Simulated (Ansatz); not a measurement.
## GePt: ab initio molecular dynamics

These are results of Ansatz, DFT PBEsol, scalar-relativistic, plane waves, PAW, not measurements. Cutoff 420 eV, shifted (0.5, 0.5, 0.5 steps) 4×4×4 k-points, Fermi–Dirac smearing of 0.05 eV. The mesh is coarse. Spin–orbit coupling is left out, which matters for the heavy elements here. No spin polarisation.

16 atoms, starting at 1.00 times the perfect crystal's volume (space group Pnma); Langevin thermostat at 450 K (friction 0.02 fs⁻¹), fixed cell; 25 steps of 3 fs. The run is short and not equilibrated. The crystal has no gap, and so coarse a mesh can leave errors of tens of meV/atom and of a GPa or more.

First frame:

```
Ge Pt
1.0
     5.74060   -3.70034    0.00000
    -5.74060   -3.70034    0.00000
     0.00000    3.70034   -6.09244
Ge Pt
8 8
Direct
  0.23857 0.42341 0.41198
  0.73857 0.92341 0.41198
  0.26143 0.07659 0.58802
  0.76143 0.57659 0.58802
  0.67341 0.98857 0.91198
  0.17341 0.48857 0.91198
  0.82659 0.51143 0.08802
  0.32659 0.01143 0.08802
  0.52904 0.52980 0.80884
  0.02904 0.02980 0.80884
  0.97096 0.97020 0.19116
  0.47096 0.47020 0.19116
  0.27980 0.77904 0.30884
  0.77980 0.27904 0.30884
  0.22020 0.72096 0.69116
  0.72020 0.22096 0.69116
```

```yaml
Mean_temperature_over_the_second_half: 375 K
Mean_pressure_over_the_second_half_kinetic_part_included: 2.2 GPa
Mean_potential_energy_above_the_perfect_crystal_relaxed_at_volume_ratio_1;_the_free_energy_holds_the_electrons'_entropy: 45 meV/atom
Mean-square_drift_of_Ge_from_first_to_last_step_mean_shift_of_all_atoms_removed: 0.01 Å²
Mean-square_drift_of_Pt_from_first_to_last_step_mean_shift_of_all_atoms_removed: 0.01 Å²
```

Along the run (potential energy from its first value; pressure with the kinetic part):

```tsv
t (fs)	T (K)	ΔE_pot (meV/atom)	P (GPa)
0.0	422	0.0	0.4
3.0	364	0.4	0.4
6.0	348	1.6	0.5
9.0	395	3.6	0.7
12.0	417	6.4	0.8
15.0	426	10.1	1.0
18.0	363	14.3	1.2
21.0	367	18.8	1.3
24.0	376	23.9	1.6
27.0	286	28.8	1.7
30.0	253	32.8	1.8
33.0	325	36.3	2.0
36.0	307	39.4	2.0
39.0	369	41.6	2.2
42.0	435	43.4	2.3
45.0	427	44.7	2.3
48.0	412	45.4	2.3
51.0	374	45.6	2.3
54.0	323	45.5	2.2
57.0	369	45.7	2.3
60.0	425	46.0	2.3
63.0	428	46.0	2.3
66.0	340	45.9	2.2
69.0	302	45.6	2.2
72.0	326	45.2	2.2
75.0	342	44.8	2.1
```

Cost: 1 run of about 48 core-minutes (earlier runs that led there not counted), on Arm Neoverse V2 (shared hosts).